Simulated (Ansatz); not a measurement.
Ta₂SnN:
```cif
data_N2Sn2Ta4
_chemical_formula_sum 'Sn2 Ta4 N2'
_space_group_name_H-M_alt 'P63/mmc'
_space_group_IT_number 194
_space_group_name_Hall '-P 6c 2c'
_cell_length_a 3.25955
_cell_length_b 3.25955
_cell_length_c 13.44747
_cell_angle_alpha 90.000
_cell_angle_beta 90.000
_cell_angle_gamma 120.000
loop_
_atom_site_label
_atom_site_type_symbol
_atom_site_symmetry_multiplicity
_atom_site_Wyckoff_symbol
_atom_site_fract_x
_atom_site_fract_y
_atom_site_fract_z
_atom_site_occupancy
Sn1 Sn 2 d 0.66667 0.33333 0.25000 1
Ta1 Ta 4 f 0.33333 0.66667 0.08069 1
N1 N 2 a 0.00000 0.00000 0.00000 1
```

Relaxed at zero pressure with DFT-r²SCAN in the program Ansatz with PAW potentials.

Question: The volume is lowered by 9 % and shape and atoms relax at that volume. What pressure results, and how do the axes share the change?

Answer: 21.5 GPa; a -4.1 %, b -4.1 %, c -1.0 %; the energy rises by 85 meV/atom.

Question: Give the new structure.

Answer: 
Space group P6₃/mmc (No. 194); a = b = 3.124 Å, c = 13.319 Å, α = β = 90.00°, γ = 120.00°

```csv
atom,site,symmetry,x,y,z
Sn,2d,-6m2,0.6667,0.3333,0.2500
Ta,4f,3m.,0.3333,0.6667,0.0844
N,2a,-3m.,0.0000,0.0000,0.0000
```

The phase is kept; no other phase was compared at this pressure.

Space group P6_3/mmc. The start of the workflow was typed in or built on a structure type; neither database checked (COD, Materials Project) lists it. Its standing as an ambient phase is unchecked. Symmetry was held in the r²SCAN relaxation; its stability against distortions is not shown here. No spin polarisation was allowed. Scalar-relativistic: spin–orbit coupling is off unless named, which matters more the heavier the elements.

Potentials: the earlier of the program's two PAW sets.
